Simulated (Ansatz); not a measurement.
BN:
```
CELL_PARAMETERS angstrom
      2.49773     0.00000     0.00000
     -1.24887     2.16310     0.00000
      0.00000     0.00000    19.77840
ATOMIC_POSITIONS crystal
  B  0.00000 0.00000 0.08348
  N  0.33333 0.66667 0.08358
  B  0.33333 0.66667 0.25001
  N  0.66667 0.33333 0.25010
  B  0.66667 0.33333 0.41639
  N  0.00000 0.00000 0.41645
  B  0.00000 0.00000 0.58348
  N  0.66667 0.33333 0.58358
  B  0.66667 0.33333 0.75001
  N  0.33333 0.66667 0.75010
  B  0.33333 0.66667 0.91639
  N  0.00000 0.00000 0.91645
```

Tensor components refer to the Cartesian frame of this cell.

Q: Give the proper piezoelectric stress tensor with relaxed ions from the program Ansatz at the r²SCAN+D4 level (PAW).

A: In C/m², rows x, y, z, Voigt columns; mesh uncertainty up to 0.00.
```
 0.00   0.00   0.00   0.00  -0.01   0.00
 0.00   0.00   0.00  -0.01   0.00   0.00
-0.02  -0.02   0.07   0.00   0.00   0.00
```

The elastic tensor of the same run (GPa):

```
      1     2     3    4    5    6
-  ----  ----  ----  ---  ---  ---
1   924   202  -1.1  0.0  0.0  0.0
2   202   924  -1.1  0.0  0.0  0.0
3  -1.1  -1.1  33.6  0.0  0.0  0.0
4   0.0   0.0   0.0  5.7  0.0  0.0
5   0.0   0.0   0.0  0.0  5.7  0.0
6   0.0   0.0   0.0  0.0  0.0  361
```

Q: Convert to strain constants d = e·S.

A: In pC/N:
```
 0.0   0.0   0.0   0.0  -1.7   0.0
 0.0   0.0   0.0  -1.7   0.0   0.0
 0.0   0.0   2.2   0.0   0.0   0.0
```

Space group P6_3mc. The start of the workflow was typed in or built on a structure type. Its sites differ from those of the usual phase in this space group: another stacking or structure type. The r²SCAN+D4 relaxation kept the symmetry of its start; whether a distortion lowers the energy is not shown.

Potentials: the earlier of the program's two PAW sets.
